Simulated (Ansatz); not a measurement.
SnGe$_{3}$:
```cif
data_Ge3Sn
_chemical_formula_sum 'Ge3 Sn1'
_space_group_name_H-M_alt 'P 1'
_space_group_IT_number 1
_cell_length_a 4.16626
_cell_length_b 4.16626
_cell_length_c 5.91910
_cell_angle_alpha 90.000
_cell_angle_beta 90.000
_cell_angle_gamma 90.000
loop_
_space_group_symop_operation_xyz
  'x, y, z'
loop_
_atom_site_label
_atom_site_type_symbol
_atom_site_fract_x
_atom_site_fract_y
_atom_site_fract_z
_atom_site_occupancy
Ge1 Ge 0.50000 0.00000 0.76773 1
Ge2 Ge 0.00000 0.00000 0.00000 1
Ge3 Ge 0.00000 0.50000 0.23227 1
Sn1 Sn 0.50000 0.50000 0.50000 1
```

Relaxed with PBEsol.

**Question.** Which orbitals make up the states near the Fermi level in the program Ansatz at the PBEsol level (PAW)?

**Answer.** Within 0.5 eV of the Fermi level: Ge 4p 62 %, Sn 5p 20 %, Ge 4s 15 %. Projections are on Löwdin-orthogonalised atomic valence shells; empty p or d shells of many metals are not among them.

**Question.** Tabulate the density of states.

**Answer.** States/eV per cell of 4 atoms, in 0.25 eV bins, energy from the Fermi level.

```tsv
E (eV)	total	Ge 4p	Sn 5p	Ge 4s
-7.85	0.91	0.27	0.06	0.43
-7.60	1.10	0.33	0.09	0.52
-7.35	1.67	0.54	0.15	0.69
-7.10	2.18	0.78	0.23	0.83
-6.85	1.60	0.61	0.13	0.50
-6.60	1.20	0.46	0.10	0.37
-6.35	0.99	0.38	0.08	0.30
-6.10	0.90	0.34	0.07	0.28
-5.85	0.79	0.30	0.06	0.26
-5.60	0.64	0.25	0.05	0.22
-5.35	0.55	0.22	0.04	0.19
-5.10	0.47	0.19	0.03	0.16
-4.85	0.40	0.17	0.02	0.13
-4.60	0.38	0.17	0.02	0.12
-4.35	0.36	0.18	0.02	0.11
-4.10	0.50	0.32	0.05	0.09
-3.85	2.48	1.79	0.51	0.12
-3.60	2.55	1.80	0.54	0.13
-3.35	2.16	1.52	0.44	0.13
-3.10	2.81	2.08	0.52	0.13
-2.85	2.86	2.16	0.51	0.12
-2.60	3.19	2.40	0.62	0.11
-2.35	3.09	2.35	0.57	0.10
-2.10	2.53	1.89	0.52	0.07
-1.85	2.36	1.73	0.54	0.06
-1.60	2.33	1.57	0.65	0.07
-1.35	1.77	1.19	0.51	0.05
-1.10	1.86	1.24	0.56	0.03
-0.85	1.34	0.91	0.39	0.02
-0.60	0.74	0.53	0.19	0.01
-0.35	0.46	0.33	0.12	0.01
-0.10	0.22	0.15	0.05	0.02
0.15	0.13	0.05	0.02	0.05
0.40	0.30	0.14	0.03	0.11
0.65	0.88	0.44	0.10	0.27
0.90	1.49	0.74	0.19	0.40
1.15	2.07	1.04	0.28	0.51
1.40	2.86	1.39	0.45	0.65
1.65	3.11	1.44	0.56	0.63
1.90	2.57	1.18	0.46	0.47
2.15	2.30	1.06	0.42	0.41
2.40	2.16	1.02	0.39	0.36
2.65	1.56	0.80	0.29	0.21
2.90	2.27	1.24	0.38	0.28
3.15	2.93	1.75	0.51	0.23
3.40	2.99	1.69	0.66	0.18
3.65	3.04	1.62	0.73	0.17
3.90	2.63	1.45	0.59	0.14
4.15	2.61	1.41	0.54	0.12
4.40	2.92	1.52	0.59	0.11
4.65	3.05	1.56	0.55	0.12
```

Space group P-4m2. The start of the workflow was typed in or built on a structure type; neither database checked (COD, Materials Project) lists it. Whether it is the stable phase at ambient conditions was not checked. Symmetry was held in the PBEsol relaxation; whether a distortion lowers the energy is not shown. Spin–orbit coupling is left out wherever it is not named.

Potentials: the later of the program's two PAW sets.
